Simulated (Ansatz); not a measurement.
Structure from Materials Project entry mp-1018124 (possibly hypothetical), not relaxed further.

Ti$_{2}$Rh: DFT, r2SCAN, PAW with Ansatz's default frozen-core files, scalar-relativistic (Ansatz 0.2.0).

```yaml
crystal:
  lattice:
    - [-1.52599509, 1.52599509, 4.9079679]
    - [1.52599509, -1.52599509, 4.9079679]
    - [1.52599509, 1.52599509, -4.9079679]
  atoms:
    - { symbol: Ti, position: [0.66157894, 0.66157894, 0.0] }
    - { symbol: Ti, position: [0.33842106, 0.33842106, 0.0] }
    - { symbol: Rh, position: [0.0, 0.0, 0.0] }
kpoints:
  mp_grid: { grid: [15, 15, 15] }
  band_path:
    path:
      - [0.0, 0.0, 0.0]
      - [0.0, 0.0, 0.5]
      - [0.25, 0.25, 0.25]
      - [0.0, 0.5, 0.0]
      - [0.0, 0.0, 0.0]
      - [0.5, 0.5, -0.5]
      - [0.2741681192, 0.7258318808, -0.2741681192]
      - [-0.2741681192, 0.2741681192, 0.2741681192]
      - [0.0, 0.0, 0.0]
    npoints: 8
scf:
  occupations: { method: fermi_dirac, width: 0.05 }
hamiltonian:
  xc: r2scan
  pseudopotentials: { kind: paw }
output:
  forces: true
  stress: true
  eigenvalues: true
  efg: { contact_densities: true }
  populations: true
  bader: true
  dos: { projected: true, de: 0.2, e_range: [-14, 8] }
```

Output:

```
basis.fft_grid_basis auto: the FFT boxes are laid along the combinations [[1, 0, 1], [0, 1, 1], [0, 0, 1]] of the cell's own vectors, 3.052, 3.052 and 5.361 Å long. The dense box has 24×24×40 points. Along the cell's own vectors, as sized, it would have 40×40×40, 2.78 times as many. Of the 16 symmetry operations that the crystal satisfies within crystal.symmetry.tolerance (time reversal apart; of a slab, those that keep its plane) the dense box along the cell's own vectors carries 16, and the one as laid loses 12 of those. basis.fft_grid_basis: typed keeps the cell's own vectors: state it where this run's energies or levels are differenced outside the engine with another run's, or held beside a run that keeps those vectors.
Rh: output.efg is read without spin–orbit coupling, which moves field gradients at and beside such atoms by some per cent and up to a factor of two; PAW files take it under magnetization.noncollinear and magnetization.spin_orbit
Engine: ansatz 0.2.0
Pseudopotentials: kind: paw
Pseudopotential: Ti, paw, valence charge 12, recommended cutoff 500 eV (meta_gga)
Pseudopotential: Rh, paw, valence charge 17, recommended cutoff 500 eV (meta_gga)
Functional definition: r2SCAN
  parameter k0 = 0.174
  parameter k1 = 0.065
  parameter a1 = 4.9479
  exchange = r2scan_x(k0 = k0, k1 = k1, a1 = a1)
  correlation = r2scan_c
Crystal: 3 atoms, lattice volume = 45.716 Å³
Basis set: ecut = 500 eV, 1173 PW (Γ), FFT grids on a1+a3, a2+a3, a3, exchange–correlation on 96×96×160 points (64 copies of the dense FFT grid, shifted against one another)
Bands: 25, of which v1, the nominal top of the filled ones, is band 21 counted from 1 (20 counted from 0)
Symmetry: 16 space group operations
Space group: I4/mmm (ITA 139), of the structure as read, at distance tolerance 3.6e-5 Å
k-points: 288 of 3375
Non-local potential: Ti, projectors of the file, l = 0: 3, l = 1: 2, l = 2: 3, l = 3: 1
Non-local potential: Rh, projectors of the file, l = 0: 3, l = 1: 2, l = 2: 2, l = 3: 1
PAW form: soft (Blöchl's): semilocal exchange-correlation on the pseudo side does not see the compensation charge
PAW frozen core: Ti, regenerated for the run's functional (the file was generated under x = pbe(κ = 0.804, μ = 0.2195149727645171), c = pbe(β = 0.06672455060314922))
PAW frozen core: Rh, regenerated for the run's functional (the file was generated under x = pbe(κ = 0.804, μ = 0.2195149727645171), c = pbe(β = 0.06672455060314922))
PAW one-centre angular grid: Ti, 590 points (default); XC on 160 Gauss nodes
PAW one-centre angular grid: Rh, 590 points (default); XC on 160 Gauss nodes
Initial density: superposition of atomic densities (neutral atoms: chi_scale 0, normalization atom), corrected by the library's trained network
Initial wavefunctions: pseudopotential atomic-orbital guess
Functional: x = r2scan, c = r2scan; τ floored in thin density (d = 2e-4 eV/Å³)
SCF iter   1: F=—  HF=-11426.047673 eV  |F-HF|=—  |Δ(HF+E_count)|=         —  Δρ=2.56e-2  dr2=5.62e-1  dr2_τ=4.08e-2  ethr=1.77e-3  ⟨swp⟩=3.3  Hψ=24126  notcnv=0
preconditioner: auto → Kerker (q_TF=auto, 2.679 Å⁻¹)  [metal: Δε(μ)=0.006 eV  Ē_g=4.423 eV  σ=0.050 eV  W_gap=0.03  n_scr=12 (ndim 8)  ℏωp=22.6 eV  f_vac=0.000  D(μ)=1.52/eV (n_scr^D=10)]
SCF iter   2: F=—  HF=-11426.055278 eV  |F-HF|=—  |Δ(HF+E_count)|=   7.61e-3  Δρ=1.50e-2  dr2=8.71e-2  dr2_τ=2.55e-2  ethr=1.37e-3  ⟨swp⟩=2.0  Hψ=10784  notcnv=0  defer=3
SCF iter   3: F=—  HF=-11426.052565 eV  |F-HF|=—  |Δ(HF+E_count)|=   2.71e-3  Δρ=5.60e-3  dr2=1.87e-2  dr2_τ=3.49e-4  ethr=2.13e-4  ⟨swp⟩=2.0  Hψ=10391  notcnv=0  defer=3
SCF iter   4: F=—  HF=-11426.051621 eV  |F-HF|=—  |Δ(HF+E_count)|=   9.44e-4  Δρ=1.81e-3  dr2=2.44e-3  dr2_τ=1.25e-4  ethr=4.55e-5  ⟨swp⟩=2.3  Hψ=10073  notcnv=0  defer=3
SCF iter   5: F=—  HF=-11426.051541 eV  |F-HF|=—  |Δ(HF+E_count)|=   7.95e-5  Δρ=5.67e-4  dr2=3.77e-4  dr2_τ=1.39e-5  ethr=5.94e-6  ⟨swp⟩=2.0  Hψ=9639  notcnv=0  defer=3
SCF iter   6: F=—  HF=-11426.051511 eV  |F-HF|=—  |Δ(HF+E_count)|=   3.07e-5  Δρ=1.10e-4  dr2=7.95e-6  dr2_τ=3.10e-7  ethr=9.19e-7  ⟨swp⟩=2.0  Hψ=8947  notcnv=0  defer=3
SCF iter   7: F=—  HF=-11426.051507 eV  |F-HF|=—  |Δ(HF+E_count)|=   3.25e-6  Δρ=4.75e-5  dr2=1.51e-6  dr2_τ=6.84e-8  ethr=1.94e-8  ⟨swp⟩=2.0  Hψ=9854  notcnv=0  defer=3
SCF iter   8: F=-11426.051507 eV  HF=-11426.051507 eV  |F-HF|=2.61e-8  |Δ(HF+E_count)|=   2.04e-8  Δρ=1.19e-5  dr2=8.35e-8  dr2_τ=2.44e-9  ethr=2.44e-10  ⟨swp⟩=2.8  Hψ=26286  notcnv=0
the search or the solves at the SCF's close seem to have found levels that the self-consistency loop had missed (the run counts 1). By its estimate they hold under 1e-12 electrons; where the run keeps them, the occupations were computed again with them
SCF 1 converged in 8 iterations: F = -11426.051507 eV  dr2 = 8.35e-8
  greatest PAW one-centre occupation: 1.000 electrons in one spin orbital (limit 2), on the Ti atom at site 1 (counted from 0), in its partial waves of l = 1
NSCF: frozen V_eff on 65 k-points
SCF converged after 8 iterations
Free energy (F): -11426.051507 eV
Harris-Foulkes:  -11426.051507 eV  (|F-HF|=2.61e-8)
Internal energy: -11426.041329 eV  (E = F + TS)
E sigma→0 (E₀):  -11426.046418 eV
Entropy (-TS):   -0.010178 eV (-3.393 meV/atom)
Fermi energy:    17.000326 eV
--- Per-component energies (eV) ---
  E_band       = -451.340708
  E_kinetic    = 1120.492615
  E_local      = -3331.872688  (includes V_loc(G=0)·N_el)
  E_nonlocal   = 368.106303
  E_hartree    = 1284.545999
  E_xc         = -404.320849
  E_vxc        = -582.673492  (∫ρ·V_xc dr)
  E_paw        = -5717.301344  (= ΣΔE_a)
  E_vpaw       = -634.464802  (= ΣTr[D̂ρ^β])
  E_aug_tail   = 0.000771  (compensation charges beyond the density's cutoff)
  E_vtau       = 39.975185  (kinetic-family band-sum trace: ∫τ·v_τ [+ j·A + Jᵃ·Aᵃ] dr)
  E_ewald      = -4744.815263
  E_core_change = -0.876874  (= ΣΔE_core)
  E_smearing   = -0.010178  (= −TS)
  E_closure    = 0.000000  (closes the sum)
  Σ components = -11426.051507   (vs F -11426.051507, Δ=0.00e0)
--- Forces (eV/Å), atoms counted from 1 ---
  atom   1  Ti    -0.00000000    -0.00000000    -0.00707940
  atom   2  Ti     0.00000000     0.00000000     0.00707940
  atom   3  Rh    -0.00000000     0.00000000     0.00000000
  max |Σ_I F_I| component: 3.47e-18 eV/Å
--- Stress (GPa, compression-positive) ---
       -0.450823       0.000000       0.000000
        0.000000      -0.450823       0.000000
        0.000000       0.000000      -0.353885
  P = ⅓ Tr σ = -0.4185 GPa (-4.185 kbar)
--- PAW observables at the nuclei: V_zz in 10²¹ V/m², potentials from the cell's mean, atoms counted from 1 ---
  atom   1  Ti V_zz =    +1.145542   η = 0.0000   by run symmetry: allowed
            electrostatic potential = -2534.717848 V   contact ρ = 56727.992147 e/Å³
  atom   2  Ti V_zz =    +1.145542   η = 0.0000   by run symmetry: allowed
            electrostatic potential = -2534.717848 V   contact ρ = 56727.992147 e/Å³
  atom   3  Rh V_zz =    -1.384249   η = 0.0000   by run symmetry: allowed
            electrostatic potential = -7022.657602 V   contact ρ = 789363.674326 e/Å³
--- Band table (eV; the first three rows and the last of 288) ---
  k-point 0: bands = ["-64.1453", "-42.1991", "-42.0481", "-31.2739", "-31.1662", "-31.1662", "-17.5702", "-17.3208", "-17.3208", "-17.1208", "-17.0772", "-17.0772", "9.6866", "12.3412", "12.3631", "14.3821", "14.5506", "14.5506", "15.0932", "15.3901", "18.4994", "18.4994", "18.6499", "18.7414", "19.1979"]
  k-point 1: bands = ["-64.1446", "-42.1940", "-42.0490", "-31.2734", "-31.1708", "-31.1706", "-17.5666", "-17.3332", "-17.3327", "-17.1102", "-17.0950", "-17.0835", "9.8755", "12.4259", "12.4650", "14.1544", "14.3825", "14.8768", "14.9742", "15.5635", "18.2249", "18.2790", "18.5107", "18.6387", "18.9585"]
  k-point 2: bands = ["-64.1426", "-42.1796", "-42.0515", "-31.2719", "-31.1838", "-31.1831", "-17.5593", "-17.3681", "-17.3573", "-17.1416", "-17.1014", "-17.0895", "10.4163", "12.6788", "12.7528", "13.8956", "14.0824", "14.6276", "15.3538", "15.8502", "17.4333", "18.0174", "18.5880", "18.6114", "18.8805"]
  k-point 287: bands = ["-64.1449", "-42.1912", "-42.0543", "-31.2725", "-31.1712", "-31.1658", "-17.4782", "-17.3473", "-17.3179", "-17.2047", "-17.0835", "-17.0780", "11.0675", "12.0785", "12.1691", "12.4916", "14.4612", "14.4766", "15.0513", "16.4238", "17.7697", "17.8601", "17.8900", "18.2283", "19.0802"]
--- Löwdin populations: 3 sites ---
  site symbol       q [e]
     0     Ti     11.7209
     1     Ti     11.7209
     2     Rh     17.1708
  spilling = 0.009448 (of n_electrons = 41.000000)
--- Bader charges: 3 sites ---
  site symbol  charge [e]  shift [e] shared [e]
     0     Ti      0.8927     0.0015     0.8042
     1     Ti      0.8927     0.0015     0.8042
     2     Rh     -1.6082     0.0031    -1.6083
  maxima off the nuclei: 2, with 0.1771 electrons
  on the straight line to a nucleus their density falls by 2.7e-3 of itself; PAW files or a low cutoff
  can make one that falls by little (a run on other files and one at a higher cutoff tell): if they did, read the shared
  charge, to which what the maxima have on the atom's side is counted
  estimated error of the sums over rays = 7.2e-4 e
```

populations.tsv:

```
# site	symbol	l	j	q
# orbitals = lowdin
# n_electrons = 41.000000
# spilling = 0.009448
0	Ti	0_3S	-	1.914294
0	Ti	0_4S	-	0.893821
0	Ti	1_3P	-	5.990458
0	Ti	2_3D	-	2.922345
1	Ti	0_3S	-	1.914294
1	Ti	0_4S	-	0.893821
1	Ti	1_3P	-	5.990458
1	Ti	2_3D	-	2.922345
2	Rh	0_4S	-	1.985897
2	Rh	0_5S	-	0.855153
2	Rh	1_4P	-	5.986932
2	Rh	2_4D	-	8.342802
```

bader_charges.tsv:

```
# site	symbol	x_ang	y_ang	z_ang	partial_charge_e	electrons	volume_ang3	relative_density_drop	shared_charge_e	partial_wave_shift_e
# quadrature_error_electrons = 7.2e-4
0	Ti	0.0000	0.0000	6.4940	0.89268	21.10732	11.92	-	0.80417	0.00154
1	Ti	0.0000	0.0000	3.3219	0.89267	21.10733	11.92	-	0.80416	0.00154
2	Rh	0.0000	0.0000	0.0000	-1.60823	46.60823	21.10	-	-1.60833	0.00308
-	-	3.0520	1.5260	-2.4540	-0.08856	0.08856	0.39	2.69e-3	-	-
-	-	1.5260	3.0520	-2.4540	-0.08855	0.08855	0.39	2.69e-3	-	-
```

Spin polarisation is left out, and whether a magnetic state lies lower isn't shown here.
